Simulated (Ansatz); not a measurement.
# What internal relaxation does to the elastic constants of Ti$_{5}$Al$_{2}$C$_{3}$

Method: Ansatz, DFT LDA, scalar-relativistic, plane waves, PAW. Cutoff 420 eV, 12×12×12 k-points (Γ-centred), Fermi-Dirac smearing of 0.15 eV. No spin polarisation.

Relaxed structure:
```
Ti Al C
1.0
     1.51099    0.87237   15.93400
    -1.51099    0.87237   15.93400
     0.00000   -1.74475   15.93400
Ti Al C
5 2 3
Direct
  0.50000 0.50000 0.50000
  0.78450 0.78450 0.78450
  0.69031 0.69031 0.69031
  0.30969 0.30969 0.30969
  0.21550 0.21550 0.21550
  0.59605 0.59605 0.59605
  0.40395 0.40395 0.40395
  0.85993 0.85993 0.85993
  0.14007 0.14007 0.14007
  0.00000 0.00000 0.00000
```

In a metal, frequencies and elastic constants depend on the k mesh and the smearing, soft modes and shear constants most.

Clamped-ion constants (GPa, Voigt order; atoms follow the strain homogeneously):
C11 = 381.6, C12 = 87.9, C13 = 108.2, C14 = -4.2, C22 = 381.6, C23 = 108.2, C24 = 4.2, C33 = 376.1, C44 = 170.9, C55 = 170.9, C56 = -4.2, C66 = 146.9 GPa; the others vanish.

What are the constants once the atoms relax in each strained cell?

Results:

```
357.8  80.4  77.1  -1.2   0.0   0.0
 80.4 357.8  77.1   1.2   0.0   0.0
 77.1  77.1 304.8   0.0   0.0   0.0
 -1.2   1.2   0.0 125.8   0.0   0.0
  0.0   0.0   0.0   0.0 125.8  -1.2
  0.0   0.0   0.0   0.0  -1.2 138.7
```
The Voigt shear modulus goes from 153.4 to 130.4 GPa and the Voigt bulk modulus from 194.2 to 165.5 GPa. Relaxation subtracts ΛᵀK⁻¹Λ/V, with Λ the forces that a strain puts on the atoms and K the zone-centre force constants. At a stable cell this can only lower the diagonal constants, and it acts only for strains that share their symmetry with an optical mode; elsewhere, and where the coupling is weak, the constants hardly move.

Cost: 2 runs of about 2.6 core-hours in all, on Intel Xeon Platinum 8259CL (Skylake/Cascade Lake), Intel Xeon Processor @ 2.70GHz (shared hosts).